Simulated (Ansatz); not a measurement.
A generator proposed this cell of Ti4W.

```xyz
5
Lattice="-1.5494 1.5494 7.7470 1.5494 -1.5494 7.7470 1.5494 1.5494 -7.7470" Properties=species:S:1:pos:R:3 pbc="T T T"
Ti    0.0000    0.0000   12.3952
Ti    0.0000    0.0000    6.1976
Ti    0.0000    0.0000    9.2964
Ti    0.0000    0.0000    3.0988
W     0.0000    0.0000    0.0000
```

These are results of DFT PBE, scalar-relativistic, plane waves, PAW in Ansatz 0.2.0, not measurements. Cutoff 420 eV; k points 8×8×8 on the computed 5-atom cell (Γ-centred); Gaussian smearing, width 0.10 eV; no spin polarisation.

Energies over the elements count from the elements' standard structures at the same level, with no fitted energy shifts.

**Question.** Estimate its pressure, forces and energy as it stands.

**Answer.** The pressure is 19.2 GPa (the mean over three directions, positive in compression), the largest force is 0.84 eV/Å, and the energy is +0.21 eV/atom against the elements. The shortest distance is 2.68 Å.

**Question.** Is it a good guess?

**Answer.** A fair one: relaxing gains about 0.14 eV/atom (the start's value is from the coarse mesh, so the gain is rough) in 10 ionic steps and ends at +0.07 eV/atom on the finer mesh. The symmetry stays I4/mmm (No. 139). The volume per atom grows by 14.1 %, from 14.9 to 17.0 Å³. The shortest distance goes from 2.68 Å (Ti–W and Ti–Ti) to 2.71 Å (Ti–W). Conventional cell: a = 3.182 Å, c = 16.769 Å. Ti on its first site has 8 Ti at 2.85–2.89 Å, 4 Ti at 3.18 Å, 1 W at 3.32 Å and 1 Ti at 3.56 Å; Ti on its second site is surrounded by 4 W at 2.71 Å, 9 Ti at 2.89–3.18 Å and 1 Ti at 3.56 Å; W has 8 Ti at 2.71 Å, 4 W at 3.18 Å and 2 Ti at 3.32 Å.

The last run used a 16×16×16 mesh for its 5-atom cell and Gaussian smearing of 0.10 eV. Spin–orbit coupling, which can matter for W, is left out. The relaxation can't lower the symmetry of the start, and the grade says only how near the guess is to its own end. A structure relaxed within its symmetry needn't be a true minimum. Another cell of Ti4W relaxed alike, in R-3m, lies 33 meV/atom lower, so this cell isn't the stable form at this level.
